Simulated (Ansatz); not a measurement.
RbMgF$_{3}$:
```cif
data_F3MgRb
_chemical_formula_sum 'Rb1 Mg1 F3'
_space_group_name_H-M_alt 'P 1'
_space_group_IT_number 1
_cell_length_a 4.06004
_cell_length_b 4.06004
_cell_length_c 4.06004
_cell_angle_alpha 90.000
_cell_angle_beta 90.000
_cell_angle_gamma 90.000
loop_
_space_group_symop_operation_xyz
  'x, y, z'
loop_
_atom_site_label
_atom_site_type_symbol
_atom_site_fract_x
_atom_site_fract_y
_atom_site_fract_z
_atom_site_occupancy
Rb1 Rb 0.00000 0.00000 0.00000 1
Mg1 Mg 0.50000 0.50000 0.50000 1
F1 F 0.00000 0.50000 0.50000 1
F2 F 0.50000 0.00000 0.50000 1
F3 F 0.50000 0.50000 0.00000 1
```

Relaxed with r²SCAN.

Question: Which orbitals make up the states near the band edges in the program Ansatz at the r²SCAN level (PAW)?

Answer: Top 1 eV of the valence band: F 2p 97 %. Bottom 1 eV of the conduction band: Rb 5s 49 %, Mg 3s 23 %, F 2s 19 %. Projections are on Löwdin-orthogonalised atomic valence shells; empty p or d shells of many metals are not among them.

Question: Tabulate the density of states.

Answer: States/eV per cell of 5 atoms, in 0.25 eV bins, energy from the valence-band maximum.

```tsv
E (eV)	total	F 2p	Rb 4p	Mg 3s
-6.85	0.00	0.00	0.00	0.00
-6.60	3.09	0.26	2.82	0.00
-6.35	12.97	0.67	12.17	0.04
-6.10	7.94	0.21	7.67	0.01
-5.85	0.00	0.00	0.00	0.00
-5.60	0.00	0.00	0.00	0.00
-5.35	0.00	0.00	0.00	0.00
-5.10	0.00	0.00	0.00	0.00
-4.85	0.00	0.00	0.00	0.00
-4.60	0.00	0.00	0.00	0.00
-4.35	0.00	0.00	0.00	0.00
-4.10	0.00	0.00	0.00	0.00
-3.85	0.00	0.00	0.00	0.00
-3.60	0.18	0.15	0.00	0.02
-3.35	0.69	0.60	0.00	0.08
-3.10	1.28	1.13	0.00	0.13
-2.85	2.26	2.04	0.00	0.19
-2.60	2.01	1.86	0.01	0.11
-2.35	1.33	1.25	0.02	0.04
-2.10	2.90	2.79	0.06	0.00
-1.85	4.89	4.72	0.07	0.01
-1.60	6.22	5.94	0.09	0.01
-1.35	6.18	5.89	0.10	0.01
-1.10	6.14	5.78	0.25	0.00
-0.85	11.58	11.14	0.26	0.01
-0.60	8.23	8.03	0.10	0.00
-0.35	12.10	11.84	0.17	0.00
-0.10	6.02	5.95	0.05	0.00
0.15	0.00	0.00	0.00	0.00
0.40	0.00	0.00	0.00	0.00
0.65	0.00	0.00	0.00	0.00
0.90	0.00	0.00	0.00	0.00
1.15	0.00	0.00	0.00	0.00
1.40	0.00	0.00	0.00	0.00
1.65	0.00	0.00	0.00	0.00
1.90	0.00	0.00	0.00	0.00
2.15	0.00	0.00	0.00	0.00
2.40	0.00	0.00	0.00	0.00
2.65	0.00	0.00	0.00	0.00
2.90	0.00	0.00	0.00	0.00
3.15	0.00	0.00	0.00	0.00
3.40	0.00	0.00	0.00	0.00
3.65	0.00	0.00	0.00	0.00
3.90	0.00	0.00	0.00	0.00
4.15	0.00	0.00	0.00	0.00
4.40	0.00	0.00	0.00	0.00
4.65	0.00	0.00	0.00	0.00
4.90	0.00	0.00	0.00	0.00
5.15	0.00	0.00	0.00	0.00
5.40	0.00	0.00	0.00	0.00
5.65	0.00	0.00	0.00	0.00
5.90	0.00	0.00	0.00	0.00
6.15	0.00	0.00	0.00	0.00
6.40	0.00	0.00	0.00	0.00
6.65	0.00	0.00	0.00	0.00
6.90	0.00	0.00	0.00	0.00
7.15	0.00	0.00	0.00	0.00
7.40	0.00	0.00	0.00	0.00
7.65	0.00	0.00	0.00	0.00
7.90	0.00	0.00	0.00	0.00
8.15	0.00	0.00	0.00	0.00
8.40	0.02	0.00	0.00	0.00
8.65	0.09	0.00	0.00	0.02
8.90	0.13	0.00	0.00	0.03
9.15	0.18	0.01	0.00	0.04
9.40	0.22	0.01	0.00	0.05
9.65	0.27	0.01	0.00	0.06
9.90	0.32	0.02	0.01	0.08
10.15	0.39	0.03	0.01	0.10
10.40	0.47	0.03	0.01	0.12
10.65	0.66	0.04	0.01	0.16
10.90	1.10	0.05	0.01	0.22
11.15	1.86	0.08	0.01	0.40
11.40	3.72	0.17	0.02	1.18
11.65	2.76	0.09	0.01	0.65
11.90	3.32	0.07	0.01	0.44
```

Space group Pm-3m (cubic perovskite). The first step of the workflow began from a Materials Project structure, measured or hypothetical; the Crystallography Open Database copy checked does not list it. Whether it is the stable phase at ambient conditions was not checked. The r²SCAN relaxation kept the symmetry of its start; whether a distortion lowers the energy is not shown. Scalar-relativistic: spin–orbit coupling is off unless named, which matters more the heavier the elements.

Potentials: the later of the program's two PAW sets.
